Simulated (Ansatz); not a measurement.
# Structure relaxation, NbAs

The start is a relaxed NbAs cell displaced along its unstable phonon at q = Γ (192i cm⁻¹), largest move 0.15 Å. The cell and all atomic positions are relaxed at zero pressure with PBE (plane waves to 420 eV, PAW, scalar-relativistic; Ansatz, a first-principles code). The first steps use a coarse 12×12×12 k-mesh.

Input geometry:
```
CELL_PARAMETERS angstrom
     -1.83483     1.83483     5.25860
      1.83483    -1.83483     5.25860
      1.83483     1.83483    -5.25860
ATOMIC_POSITIONS crystal
  Nb 0.73850 0.23850 0.50000
  Nb 0.98850 0.98850 0.00000
  As 0.51426 0.51426 0.00000
  As 0.26426 0.76426 0.50000
```

- Largest initial force = 1.22 eV/Å, on Nb1, Nb2, As3, As4 (atoms numbered as listed)
- Energy released = 0.42 eV/atom
- Relative to the parent = It does not go back: it reaches I4₁md (No. 109), 0.51 eV/atom below the parent
- Optimiser moves = 10

Final values are on a 19×19×19 k-mesh of the relaxed cell. No spin polarisation in the result.

The run could not lose the symmetry of its start.

Of the parent cell (I4₁/amd (No. 141)): it is a generated cell of NbAs: the first start was made by placing the elements on the sites of a structure type, and the end was not matched to a known phase here, so it may be hypothetical.

The first start was generated by placing the elements on the sites of a structure type. A measured structure of NbAs has the same space group, I4₁md (No. 109); the sites were not compared with it.
